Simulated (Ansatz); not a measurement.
Consider the following.

LaSi$_{2}$Pt$_{2}$:
Space group P4/nmm, origin choice 1 (No. 129); a = b = 4.305 Å, c = 9.865 Å, α = β = γ = 90.00°

```csv
atom,site,symmetry,x,y,z
La,2c,4mm,0.0000,0.5000,0.2564
Si,2b,-4m2,0.5000,0.5000,0.5000
Si,2c,4mm,0.5000,0.0000,0.1287
Pt,2a,-4m2,0.0000,0.0000,0.0000
Pt,2c,4mm,0.5000,0.0000,0.3802
```

This is the r²SCAN-relaxed structure.

**Question.** All from DFT-r²SCAN in the program Ansatz with PAW potentials, unless another level is named. Give the electronic character.

**Answer.** metallic (no gap).

**Question.** Give the formation energy from the elements (no fitted shifts).

**Answer.** -1.19 eV/atom.

**Question.** Next, the density of states at the Fermi level?

**Answer.** 0.51 states/eV per atom (mean over ±0.08 eV).

The workflow started from a Materials Project entry (that database holds measured and hypothetical structures alike); the Crystallography Open Database copy checked does not list it. COD files the formula under space group No. 139, so this cell is another polymorph or a model. Whether it is the stable phase at ambient conditions was not checked. The r²SCAN relaxation kept the symmetry of its start; its stability against distortions is not shown here. The run is not spin-polarised. The references are the lowest solids computed at this level, not always the standard phases. Scalar-relativistic: spin–orbit coupling is off unless named, which matters more the heavier the elements.

Potentials: the earlier of the program's two PAW sets.
